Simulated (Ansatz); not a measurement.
Here is the system:

I:
```yaml
crystal:
  lattice:
    - [3.67241, -2.24374, 0.00000]
    - [3.67241, 2.24374, 0.00000]
    - [0.00000, 0.00000, 9.64177]
  atoms:
    - { symbol: I, position: [0.82856, 0.17144, 0.12242] }
    - { symbol: I, position: [0.17144, 0.82856, 0.87758] }
    - { symbol: I, position: [0.32856, 0.67144, 0.37758] }
    - { symbol: I, position: [0.67144, 0.32856, 0.62242] }
```

This is the PBE+D3(BJ)-relaxed structure. Tensor components refer to the Cartesian frame of this cell.

Q: All from plane-wave PAW PBE+D3(BJ) (Ansatz code), unless another level is named. Give the band gap.

A: 0.83 eV (indirect).

Q: And the smallest direct gap on the standard path?

A: 1.14 eV.

Q: Give the valence-band maximum.

A: at R (k = 0.000, 0.500, 0.500).

Space group Cmce (molecular I2 type). Symmetry was held in the PBE+D3(BJ) relaxation. Scalar-relativistic: spin–orbit coupling is off unless named, which matters more the heavier the elements.

Potentials: the later of the program's two PAW sets.
